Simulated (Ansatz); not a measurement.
# Al5GaP6: relaxed-ion elastic tensor

All numbers below come from DFT PBE, scalar-relativistic, plane waves, PAW in Ansatz 0.2.0. Plane waves to 420 eV; Γ-centred k mesh 8×8×2; fixed occupations. No spin polarisation.

The cell, relaxed at this level:
```
CELL_PARAMETERS angstrom
3.89540 0.00000 0.00000
0.00000 3.89540 0.00000
0.00000 0.00000 16.51594
ATOMIC_POSITIONS crystal
Al 0.50000 0.50000 0.83335
Al 0.00000 0.00000 0.66669
Al 0.50000 0.50000 0.50000
Al 0.00000 0.00000 0.33331
Al 0.50000 0.50000 0.16665
Ga 0.00000 0.00000 0.00000
P 0.50000 0.00000 0.75004
P 0.00000 0.50000 0.58334
P 0.50000 0.00000 0.41666
P 0.00000 0.50000 0.24996
P 0.50000 0.00000 0.08369
P 0.00000 0.50000 0.91631
```

The cell was found from a structure generator's guess, not taken from experiment.

(1) Give the relaxed-ion elastic constants (GPa, Voigt order xx yy zz yz xz xy, on the Cartesian axes of the cell above).

(2) Is the crystal stable against homogeneous strain?

(3) And the moduli of a polycrystal (Hill averages)?

Results:

(1)
C11 = 154.0, C12 = 31.4, C13 = 59.8, C22 = 154.0, C23 = 59.8, C33 = 125.3, C44 = 61.0, C55 = 61.0, C66 = 32.8 GPa; the others vanish.

(2) Yes: the least eigenvalue of the tensor is 32.8 GPa.

(3) B = 82 GPa, G = 48 GPa, E = 120 GPa, ν = 0.26.
